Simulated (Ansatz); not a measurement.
Ga3BAs4, ordered on the zincblende lattice (P-43m) with 8 atoms a cell at its r2SCAN geometry, run in the plane-wave code Ansatz at 2 levels of theory. Values at 0 K without nuclear motion; no magnetic order is allowed, and the phase may be a hypothetical one.

The PBE+SOC input:
```yaml
crystal:
  lattice:
    - [5.4502578523, 0.0, 0.0]
    - [0.0, 5.4502578523, 0.0]
    - [0.0, 0.0, 5.4502578523]
  atoms:
    - { symbol: B, position: [0.0, 0.0, 0.0] }
    - { symbol: As, position: [0.22905952, 0.22905952, 0.22905952] }
    - { symbol: Ga, position: [0.5, 0.5, 0.0] }
    - { symbol: As, position: [0.77094048, 0.77094048, 0.22905952] }
    - { symbol: Ga, position: [0.5, 0.0, 0.5] }
    - { symbol: As, position: [0.77094048, 0.22905952, 0.77094048] }
    - { symbol: Ga, position: [0.0, 0.5, 0.5] }
    - { symbol: As, position: [0.22905952, 0.77094048, 0.77094048] }
kpoints:
  mp_grid: { grid: [6, 6, 6] }
  band_path:
    path: [[0.0, 0.0, 0.0], [0.0, 0.5, 0.0], [0.5, 0.5, 0.0], [0.5, 0.5, 0.5]]
    npoints: 1
hamiltonian:
  xc: pbe
scf:
  occupations: { method: fermi_dirac, width: 0.02 }
  n_extra_bands: 12
magnetization:
  noncollinear: true
  spin_orbit: true
output:
  forces: true
  stress: true
  eigenvalues: true
  write_density: true
  write_potential: true
  elf: true
  volumetric_format: npy
```

Main results, then, where recorded, the levels near the gap in eV from the Fermi energy (columns number the bands from 0), one row a point of the path (Γ, X, M, R):
```
Crystal: 8 atoms, lattice volume = 161.902 Å³
Symmetry: 24 space group operations + 24 with time reversal
Magnetic group: BNS 215.71 (UNI 1573)
```
```
Basis set: ecut = 420 eV, 3119 PW (Γ)
k-points: 20 of 216 (time reversal used)
SCF 1 converged in 9 iterations: F = -30931.465722 eV  dr2 = 9.53e-8
Free energy (F): -30931.465722 eV
Fermi energy:    9.208207 eV
--- Forces (eV/Å), atoms counted from 1 ---
  atom   1  B       0.00000      0.00000      0.00000
  atom   2  As    -0.11235    -0.11235    -0.11235
  atom   3  Ga      0.00000      0.00000      0.00000
  atom   4  As      0.11235      0.11235    -0.11235
  atom   5  Ga      0.00000      0.00000      0.00000
  atom   6  As      0.11235    -0.11235      0.11235
  atom   7  Ga      0.00000      0.00000      0.00000
  atom   8  As    -0.11235      0.11235      0.11235
--- Stress (GPa, compression-positive) ---
        2.671545       0.000000       0.000000
        0.000000       2.671545       0.000000
        0.000000       0.000000       2.671545
  P = ⅓ Tr σ = 2.6715 GPa (26.715 kbar)
```
```tsv
band_96	band_97	band_98	band_99	band_100	band_101	band_102	band_103	band_104	band_105	band_106	band_107
-0.566	-0.566	-0.248	-0.248	-0.248	-0.248	0.485	0.485	0.876	0.876	0.876	0.876
-2.570	-2.570	-1.785	-1.785	-1.715	-1.715	1.210	1.210	1.474	1.474	2.885	2.885
-2.118	-2.118	-1.704	-1.704	-1.010	-1.010	1.583	1.583	1.985	1.985	2.943	2.943
-1.355	-1.355	-1.100	-1.100	-1.100	-1.100	0.234	0.234	0.821	0.821	0.831	0.831
```

The PBE+SOC gap is indirect, 0.48 eV (Γ to R), below the direct gap of 0.73 eV at Γ.

**Question.** Another run on the same cell gave
```
Basis set: ecut = 420 eV, 3119 PW (Γ)
k-points: 10 of 64 (time reversal used)
SCF 1 stopped early in 4 iterations: F = -30930.695687 eV  dr2 = 2.08e-5
SCF 2 stopped early in 7 iterations: F = -30937.292222 eV  dr2 = 1.65e-5
hybrid outer 1: dexx = +5.722e-2 eV, tail = 3.19e-4 eV
SCF 3 converged in 6 iterations: F = -30937.292986 eV  dr2 = 9.95e-10
hybrid outer 2: dexx = +1.472e-5 eV, tail = 2.43e-7 eV, Δε = 4.16e-3 eV, ΔF = 5.61e-3 eV/Å
SCF 4 converged in 2 iterations: F = -30937.292986 eV  dr2 = 1.53e-9
hybrid outer 3: dexx = +4.238e-9 eV, tail = 4.14e-9 eV, Δε = 1.02e-4 eV, ΔF = 6.52e-5 eV/Å
Free energy (F): -30937.292986 eV
Fermi energy:    8.182430 eV
--- Forces (eV/Å), atoms counted from 1 ---
  atom   1  B       0.00000      0.00000      0.00000
  atom   2  As    -0.06318    -0.06318    -0.06318
  atom   3  Ga      0.00000      0.00000      0.00000
  atom   4  As      0.06318      0.06318    -0.06318
  atom   5  Ga      0.00000      0.00000      0.00000
  atom   6  As      0.06318    -0.06318      0.06318
  atom   7  Ga      0.00000      0.00000      0.00000
  atom   8  As    -0.06318      0.06318      0.06318
--- Stress (GPa, compression-positive) ---
        0.117411       0.000000       0.000000
        0.000000       0.117411       0.000000
        0.000000       0.000000       0.117411
  P = ⅓ Tr σ = 0.1174 GPa (1.174 kbar)
```
```tsv
band_48	band_49	band_50	band_51	band_52	band_53
0.000	0.000	0.000	2.238	2.496	2.496
-2.502	-1.579	-1.579	2.830	3.095	4.657
-1.977	-1.536	-0.775	3.374	3.695	4.739
-1.189	-0.904	-0.904	1.822	2.563	2.563
```
Which level of theory and mesh gave it?

**Answer.** It is PBE0, judged by the exchange loop and the size of the gap (a near hybrid could fit too), on 4×4×4; the blocks that differ from the first input, but for the band path:
```yaml
kpoints:
  mp_grid: { grid: [4, 4, 4] }
hamiltonian:
  xc: pbe0
scf:
  occupations: { method: fixed }
  n_extra_bands: 6
```
(magnetization left out)
The PBE0 gap is indirect, 1.82 eV (Γ to R), below the direct gap of 2.24 eV at Γ. The mean stress, +0.1 GPa, is small, and the program warns that its thresholds are loose for a hybrid's stress.

The hybrids run on coarser meshes, which limits their stresses and small splittings of levels.

Totals of different functionals, or with and without spin-orbit coupling, can't be compared.

Only the levels marked +SOC include spin-orbit coupling.
